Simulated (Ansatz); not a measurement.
**BeZn₃Se₄ (P3m1) at 2 levels of theory**

One geometry, relaxed with PBE; plane waves with PAW potentials in Ansatz, scalar-relativistic. No spin polarisation. Gaps are the least over mesh and band path; pressure is positive in compression.

```cif
data_structure
_symmetry_space_group_name_H-M 'P3m1'
_symmetry_Int_Tables_number 156
_cell_length_a 3.9487
_cell_length_b 3.9487
_cell_length_c 13.0380
_cell_angle_alpha 90.000
_cell_angle_beta 90.000
_cell_angle_gamma 120.000
_cell_volume 176.06
loop_
_atom_site_label
_atom_site_type_symbol
_atom_site_symmetry_multiplicity
_atom_site_Wyckoff_symbol
_atom_site_fract_x
_atom_site_fract_y
_atom_site_fract_z
_atom_site_occupancy
Be1 Be 1 b 0.33333 0.66667 0.00121 1
Zn1 Zn 1 b 0.33333 0.66667 0.50085 1
Zn2 Zn 1 c 0.66667 0.33333 0.24255 1
Zn3 Zn 1 c 0.66667 0.33333 0.75972 1
Se1 Se 1 b 0.33333 0.66667 0.17339 1
Se2 Se 1 b 0.33333 0.66667 0.69039 1
Se3 Se 1 c 0.66667 0.33333 0.43194 1
Se4 Se 1 c 0.66667 0.33333 0.94994 1
```

```
level  cutoff (eV)   k mesh  gap (eV)  pressure (GPa)
  PBE          420  12×12×2      1.59             0.0
```

Task: What comes out on the same cell with r2SCAN?

Result:
```tsv
level	cutoff (eV)	k mesh	gap (eV)	pressure (GPa)
r2SCAN	500	12×12×2	2.17	-1.9
```

The cell was found from a structure generator's guess, not taken from experiment.
